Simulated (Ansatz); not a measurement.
Hf2S in space group P6_3/mmc (No. 194; Hf on 4f, S on 2b), PBE (plane waves, PAW; program Ansatz), all energies at zero smearing, with the estimated change up to a 700 eV cutoff added, with one set of potentials and settings (totals compare only within such a set). Cell of 6 atoms (4 Hf, 2 S): -64695.726 eV.

| element | reference phase | E (eV/atom) |
|---|---|---|
| Hf | P6_3/mmc, 2 atoms in the cell | -15721.3637 |
| S | Fddd, 32 atoms in the cell | -902.0599 |

Formation energy per atom, worked out: (-64695.726 − 4×(-15721.3637) − 2×(-902.0599))/6 = -1.025 eV/atom (-99 kJ per mol of atoms), at 0 K, without zero-point energy or fitted corrections.

The workflow started from a Materials Project entry (that database holds measured and hypothetical structures alike); the Crystallography Open Database copy checked does not list it. Whether it is the stable phase at ambient conditions was not checked. The PBE relaxation kept the symmetry of its start; whether a distortion lowers the energy is not shown. No spin polarisation was allowed. The references are the lowest solids computed at this level, not always the standard phases. Scalar-relativistic: spin–orbit coupling is off unless named, which matters more the heavier the elements.

Potentials: the later of the program's two PAW sets.
